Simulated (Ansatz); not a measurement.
The relaxation started from an entry of Materials Project.

A relaxed cell of CdAu (P-6m2 (No. 187)), relaxed on a k-mesh at least as fine as the one used below. Method: PBEsol (plane waves to 420 eV, PAW, scalar-relativistic; Ansatz, a program for electronic structure). Γ-centred k-mesh 12×12×7 on the run's cell (coarser than for final values), Fermi–Dirac smearing 0.05 eV.

```xyz
2
Lattice="3.0317 0.0000 0.0000 -1.5158 2.6255 0.0000 0.0000 0.0000 4.5936" Properties=species:S:1:pos:R:3 pbc="T T T"
Cd     0.0000     0.0000     0.0000
Au     0.0000     1.7504     2.2968
```

The atoms are displaced by (Å):

```
atom     ux      uy      uz
----  -----  ------  ------
Cd1   0.217  -0.073  -0.115
Au2   0.248  -0.117  -0.407
```

Q: What forces (eV/Å) and pressure result?

A: 
| atom | Fx | Fy | Fz |
|---|---|---|---|
| Cd1 | 0.08 | -0.12 | -2.26 |
| Au2 | -0.08 | 0.12 | 2.26 |

Pressure +6.4 GPa.

Q: Estimate the energy cost of the displacement in the harmonic approximation and compare with the calculation.

A: For a harmonic well ΔE = −½ Σ F·u = 0.333 eV a cell, or 167 meV/atom. The calculated energy relative to the undisplaced cell is +0.16 eV/atom, so the harmonic estimate holds well.

No spin polarisation in the result.

The run that gave the undisplaced cell could not lose the symmetry of its start; a randomly shaken copy of 2 atoms returns to this structure.
